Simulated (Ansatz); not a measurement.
**Ca3V2O8: reading a single point**

```yaml
crystal:
  lattice:
    - [4.83575, 2.71638, 0.00000]
    - [4.83575, -2.71638, 0.00000]
    - [3.20469, 0.00000, -6.30343]
  atoms:
    - { symbol: Ca, position: [0.00000, 0.00000, 0.00000] }
    - { symbol: Ca, position: [0.79970, 0.79970, 0.59980] }
    - { symbol: Ca, position: [0.20030, 0.20030, 0.40020] }
    - { symbol: V, position: [0.59260, 0.59260, 0.21800] }
    - { symbol: V, position: [0.40740, 0.40740, 0.78200] }
    - { symbol: O, position: [0.73400, 0.73400, 0.29300] }
    - { symbol: O, position: [0.26600, 0.26600, 0.70700] }
    - { symbol: O, position: [0.67400, 0.67400, 0.95800] }
    - { symbol: O, position: [0.32600, 0.32600, 0.04200] }
    - { symbol: O, position: [0.78670, 0.24870, 0.69420] }
    - { symbol: O, position: [0.75130, 0.21330, 0.30580] }
    - { symbol: O, position: [0.21330, 0.75130, 0.30580] }
    - { symbol: O, position: [0.24870, 0.78670, 0.69420] }
```

Method: r2SCAN, no spin polarisation; PAW, plane waves to 500 eV, 5×5×4 Γ-centred mesh, fermi-dirac occupations (width 0.0678 eV) (Ansatz 0.2.0), atoms fixed.

Problem. What does the stress say?

Solution. The pressure is 1.0 GPa (compression positive), so with the atoms held at these fractions the cell would first expand; the forces are large, so a full relaxation may end otherwise. The principal stresses -1.7, -0.3, 4.9 GPa differ, so its shape would change too.

Problem. Metal or insulator? Give the gap.

Solution. The gap is 3.84 eV, indirect (the least direct gap found is 4.04 eV).

Problem. What is the formation energy?

Solution. -3.05 eV an atom against the elements' usual phases (free molecules for gases, crystals otherwise, with no correction for O₂ or N₂), so it is bound against them; other compounds may still compete. Relaxing would lower it.

Problem. Which orbitals make up the band edges?

Solution. Within 0.7 eV of the edges, the states project mainly on O p (96 %) below the gap and on V d (67 %) and O p (26 %) above it.

Origin: a database entry at a rescaled volume. Caveats: no spin polarisation, so a magnetic state may lie lower; atoms or cell far from equilibrium.
